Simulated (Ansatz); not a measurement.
A: Cu2O (cuprite type, space group Pn-3m), a = 4.299 Å, b = 4.299 Å, c = 4.299 Å, α = 90.00°, β = 90.00°, γ = 90.00°
B: HfN (rock salt), a = 4.548 Å, b = 4.548 Å, c = 4.548 Å, α = 90.00°, β = 90.00°, γ = 90.00°
C: Pd (fcc, Cu type), a = b = c = 3.9426 Å, α = β = γ = 90.00°

Scan: energy against volume (even scaling of the relaxed cell, symmetry kept). All come from one method, each on a k mesh of its own. All were relaxed with their symmetry unable to fall. Cu2O is run without spin polarisation. HfN is run without spin polarisation. Pd is run without spin polarisation. Spin-orbit coupling is left out. The PAW data are Ansatz's earlier set.

### Question
Put the candidates in order of bulk modulus (fitted), lowest first, for PBE (plane waves to 420 eV, PAW, scalar-relativistic; Ansatz, an electronic-structure program).

### Answer
A (111 GPa), C (168 GPa), B (263 GPa)

(Under strain, the slope of the energy per volume gives the stress and its curvature an elastic modulus.)
